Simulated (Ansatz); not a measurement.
**All-electron card of Li**

```yaml
crystal:
  lattice:
    - [1.55050, 0.89518, 7.58830]
    - [-1.55050, 0.89518, 7.58830]
    - [0.00000, -1.79036, 7.58830]
  atoms:
    - { symbol: Li, position: [0.00000, 0.00000, 0.00000] }
    - { symbol: Li, position: [0.22200, 0.22200, 0.22200] }
    - { symbol: Li, position: [0.77800, 0.77800, 0.77800] }
```

Atoms are numbered in the order listed.

Structure: COD 9017802, as refined from experiment and not relaxed.

All numbers below come from DFT, LDA, all-electron LAPW, scalar-relativistic in Ansatz 0.2.0.

Numerical set-up: a Γ-centred 12×12×12 k mesh, Fermi–Dirac smearing of 0.08 eV, basis error target 1 meV/atom, no spin polarisation.

```yaml
Pressure_at_this_cell: -1.31 GPa
Band_gap: "none: with an odd electron count and no spin polarisation the bands can't all be full, a metal in this set-up"
Stress_xx_yy_zz_compression_positive: -1.25, -1.25, -1.42 GPa
Largest_force: 0.008 eV/Å on Li2
Density_of_states_at_the_Fermi_level_0.2_eV_bin: 1.61 states/eV per cell
Volume_per_atom: 142.2 bohr³
```
